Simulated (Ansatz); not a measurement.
Rb3B12H12Br — ¹¹B NMR of the central transition

Cell: a Materials Project structure (computed, not necessarily an observed phase), taken as it stands.

Space group R-3m:H (No. 166); a = 10.3576, c = 11.6645 Å, γ = 120.00°.

| site | Wyckoff | site symmetry | x | y | z |
| --- | --- | --- | --- | --- | --- |
| Rb | 9e | .2/m | 0.1667 | 0.3333 | 0.3333 |
| B4 | 18h | .m | 0.4814 | 0.2407 | 0.3606 |
| B8 | 18h | .m | 0.9429 | 0.0571 | 0.1152 |
| H16 | 18h | .m | 0.1748 | 0.8252 | 0.6189 |
| H20 | 18h | .m | 0.0977 | 0.9023 | 0.8028 |
| Br | 3b | -3m | 0.0000 | 0.0000 | 0.5000 |

One atom of each set is listed; the run and its k-mesh use a cell of 28 atoms with edges of 7.13, 7.13, 7.13 Å.

The numbers come from a DFT calculation in Ansatz (PBE, plane waves and PAW, scalar-relativistic, 420 eV cutoff, Γ-centred 5×5×5 k-points, Fermi–Dirac smearing 0.05 eV).

¹¹B has I = 3/2 and Q = 40.59 mb (Pyykkö 2018); at 9.4 T its Larmor frequency is ν₀ = 128.4 MHz. Only the quadrupole interaction is simulated: positions count from each site's isotropic chemical shift, and J coupling is left out, as are shift anisotropy and dipolar coupling, which fast spinning averages.

**Question.** What does the ¹¹B spectrum (fast magic-angle spinning) show for each site?

**Answer.** 

```
site                   first shell  C_Q (MHz)     η  P_Q (MHz)  δ_QIS (ppm)  breadth (kHz)
  B4  1 H at 1.21 Å, 5 B at 1.78 Å     -0.646  0.03      0.646       -0.632          0.175
  B8  1 H at 1.20 Å, 5 B at 1.78 Å     -0.739  0.03      0.739       -0.827          0.230
```

δ_QIS = −(ν_Q²/30ν₀²)[I(I+1) − 3/4](1 + η²/3) × 10⁶ ppm with ν_Q = 3|C_Q|/[2I(2I−1)]; it falls as 1/B₀² in ppm, and the breadth as 1/B₀ in kHz.

At B4 and B8 V_zz points along its shortest bond, to H (within 2°) in each case.
